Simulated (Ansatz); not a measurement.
MoPt:
```
CELL_PARAMETERS angstrom
      2.77462     0.00000     0.00000
     -1.38731     2.40289     0.00000
      0.00000     0.00000     4.49342
ATOMIC_POSITIONS crystal
  Mo 0.66667 0.33333 0.00000
  Pt 0.33333 0.66667 0.50000
```

Relaxed with PBEsol. Special points in fractions of this cell's reciprocal vectors: Γ (0.000, 0.000, 0.000); M (0.500, 0.000, 0.000); K (0.333, 0.333, 0.000); A (0.000, 0.000, 0.500); L (0.500, 0.000, 0.500); H (0.333, 0.333, 0.500).

Q: List the band energies nearest the Fermi level at these points for DFT-PBEsol in the program Ansatz with PAW potentials.

A: In eV from the Fermi level; about four levels below and three above (degenerate sets whole), none deeper than 8.9 eV; … stands for higher levels left out; points with the same levels are listed once.

```
k                          below           above
-  -----------------------------  --------------
Γ        -2.44 -2.44 -0.72 -0.72          0.17 …
M        -2.60 -2.29 -1.65 -0.39  2.45 3.02 4.14
K        -4.58 -4.36 -2.09 -0.73  0.57 1.42 1.43
A  -4.15 -4.15 -2.74 -2.74 -2.28     0.07 0.07 …
L        -3.99 -2.86 -0.91 -0.46  0.66 1.06 1.89
H        -4.33 -1.66 -1.26 -0.58  0.23 2.31 6.57
```

Space group P-6m2. The first step of the workflow began from a Materials Project structure, measured or hypothetical; the Crystallography Open Database copy checked does not list it. With Mo and Pt taken as one species the cell has the higher symmetry P6_3/mmc, so it may be an ordered model of a mixed-site phase. Its standing as an ambient phase is unchecked. The cell was relaxed with PBEsol under the symmetry of its start; its stability against distortions is not shown here. No spin polarisation was allowed. Scalar-relativistic: spin–orbit coupling is off unless named, which matters more the heavier the elements.

Potentials: the later of the program's two PAW sets.
